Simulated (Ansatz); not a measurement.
Given:

ZnCdO$_{2}$:
```
CELL_PARAMETERS angstrom
      3.36960     0.00000     0.00000
     -1.68480     2.91816     0.00000
      0.00000     0.00000     5.61423
ATOMIC_POSITIONS crystal
  Zn 0.00000 0.00000 0.99686
  Cd 0.66667 0.33333 0.48844
  O  0.66667 0.33333 0.09858
  O  0.00000 0.00000 0.65213
```

This is the PBEsol-relaxed structure.

### Question
All from PBEsol (plane waves, PAW; program Ansatz), unless another level is named. Predict the electronic character.

### Answer
no gap, with almost no states at the Fermi level (zero-gap or semimetallic).

### Question
Next, the HSE06 gap on the PBEsol cell?

### Answer
1.49 eV (a hybrid on a coarse mesh can open a false gap in a semimetal).

### Question
Give the formation energy from the elements (no fitted shifts).

### Answer
-1.16 eV/atom.

### Question
And the gap with spin–orbit coupling?

### Answer
none (metallic).

Space group P3m1. The first step of the workflow began from a Materials Project structure, measured or hypothetical; the Crystallography Open Database copy checked does not list it. Its standing as an ambient phase is unchecked. The PBEsol relaxation kept the symmetry of its start; of distortions, only those at the zone centre were tested. The references are the lowest solids computed at this level, not always the standard phases (solids in place of the gases). Spin–orbit coupling is left out wherever it is not named.

Potentials: the later of the program's two PAW sets.
